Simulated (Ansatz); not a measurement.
**NbPb: relaxation of cell and atoms**

Level of theory: DFT, r2SCAN, PAW with Ansatz's default frozen-core files, scalar-relativistic in Ansatz 0.2.0.

Command: `ansatz run input.yaml --threads 1 --pin off --max-ram 2048MiB --backend cpu --events-out ev --progress --plain --runs-dir out` The run took 120 s on 1 thread of Arm Neoverse V1, with other jobs on the host, peak memory 0.5 GiB.

```yaml
crystal:
  lattice:
    - [3.2932438145, 0.0, 0.0]
    - [0.0, 3.2932438145, 0.0]
    - [0.0, 0.0, 4.4788115877]
  atoms:
    - { symbol: Nb, position: [0.0, 0.0, 0.0] }
    - { symbol: Pb, position: [0.5, 0.5, 0.5] }
kpoints:
  mp_grid: { grid: [10, 10, 8] }
scf:
  occupations: { method: fermi_dirac, width: 0.05 }
hamiltonian:
  xc: r2scan
  pseudopotentials: { kind: paw }
output:
  forces: true
  stress: true
  write_density: true
  write_potential: true
  elf: true
  volumetric_format: npy
relax:
  f_tol: 0.005
  max_steps: 80
  cell: {}
```

Spin polarisation is left out, and whether a magnetic state lies lower isn't shown here.

No spin–orbit coupling, which matters for the heavy atoms here.

The cell is built from the L10 type as a first guess.

The cutoff is 500 eV; energies and pressures of the walk include the program's estimate of the Pulay term. The PAW files were made with PBE; their cores are remade for this functional.

Each frame lists the cell vectors (Å), then Cartesian positions (Å); symmetry keeps all forces zero. Free energies count from the first step, -16483.1737 eV.

The walk took 8 evaluations in all; steps that aren't listed are left out.

Step 1: E = 0.0 meV, P = -10.87 GPa

```
cell 3.2932 0.0000 0.0000 0.0000 3.2932 0.0000 0.0000 0.0000 4.4788
Nb    0.0000    0.0000    0.0000
Pb    1.6466    1.6466    2.2394
```

Step 2: E = -215.2 meV, P = 2.25 GPa

```
cell 3.1422 0.0000 0.0000 0.0000 3.1422 0.0000 0.0000 0.0000 4.2594
Nb    0.0000    0.0000    0.0000
Pb    1.5711    1.5711    2.1297
```

Step 3: E = -229.5 meV, P = -0.47 GPa

```
cell 3.1853 0.0000 0.0000 0.0000 3.1853 0.0000 0.0000 0.0000 4.2310
Nb    0.0000    0.0000    0.0000
Pb    1.5926    1.5926    2.1155
```

Step 4: E = -278.1 meV, P = -2.87 GPa

```
cell 3.2807 0.0000 0.0000 0.0000 3.2807 0.0000 0.0000 0.0000 4.0426
Nb    0.0000    0.0000    0.0000
Pb    1.6403    1.6403    2.0213
```

Step 5:

```
cell 3.3524 0.0000 0.0000 0.0000 3.3524 0.0000 0.0000 0.0000 3.8282
Nb    0.0000    0.0000    0.0000
Pb    1.6762    1.6762    1.9141
```

Step 6: E = -392.2 meV, P = 0.38 GPa

```
cell 3.4004 0.0000 0.0000 0.0000 3.4004 0.0000 0.0000 0.0000 3.6101
Nb    0.0000    0.0000    0.0000
Pb    1.7002    1.7002    1.8051
```

Give the energy, pressure of step 5.

E = -349.1 meV, P = -2.65 GPa
```
Nb    0.0000    0.0000    0.0000
Pb    1.6762    1.6762    1.9141
```

How does the relaxation end?

It converges, with a = 3.422 Å, b = 3.422 Å, c = 3.573 Å, α = 90.00°, β = 90.00°, γ = 90.00° (conventional cell, space group P4/mmm). The last solve (on a basis chosen afresh for the final cell, so its energy is not quite comparable) gives E = -393.1 meV, P = -0.01 GPa:
```
cell 3.4224 0.0000 0.0000 0.0000 3.4224 0.0000 0.0000 0.0000 3.5731
Nb    0.0000    0.0000    0.0000
Pb    1.7112    1.7112    1.7866
```
